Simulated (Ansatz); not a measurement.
Relaxed Sc (hcp, Mg type):

```yaml
crystal:
  lattice:
    - [3.27714, 0.00000, 0.00000]
    - [-1.63857, 2.83808, 0.00000]
    - [0.00000, 0.00000, 5.08539]
  atoms:
    - { symbol: Sc, position: [0.33333, 0.66667, 0.75000] }
    - { symbol: Sc, position: [0.66667, 0.33333, 0.25000] }
```

Scan: atom 1 (Sc, nearest neighbour Sc at 3.169 Å; its periodic images, 3.3 Å or more away, move with it) is displaced along Cartesian x, direction (1.000, 0.000, 0.000) in Cartesian axes, by s. The other atoms stay.

Calculation: PBEsol (plane waves to 420 eV, PAW, scalar-relativistic; Ansatz, a quantum-chemistry and plane-wave program). k mesh 13×13×8 (Γ-centred), Fermi-Dirac smearing 0.05 eV. E stands for the smeared free energy. With partly filled bands, energies and forces of such displacements shift with the k mesh and the smearing. Sc is run without spin polarisation. Sc was relaxed with its symmetry unable to fall. ΔE is measured from the undisplaced structure. The last digit holds for this mesh only.

```
s (Å)   ΔE (meV/cell)
------  -------------
-0.630          264.3
-0.504          179.9
-0.378          105.0
-0.252           47.7
-0.126           12.0
0.000             0.0
0.126            12.0
0.252            47.7
0.378           105.0
0.504           179.9
0.630           264.3
```

### Question
What force constant k = d²E/ds² at s = 0 does the table give?

### Answer
1.5 eV/Å². It is the second difference of the nearest points, corrected with the next pair.

### Question
With k = 1.53 eV/Å² from the forces, is the well harmonic out to s = 0.630 Å?

### Answer
½ks² = 304 meV/cell against the computed 264 meV/cell, so the well is softer than harmonic there.

(A displaced cell: forces are minus the slopes of the energy, force constants its curvatures, and phonons follow from these.)
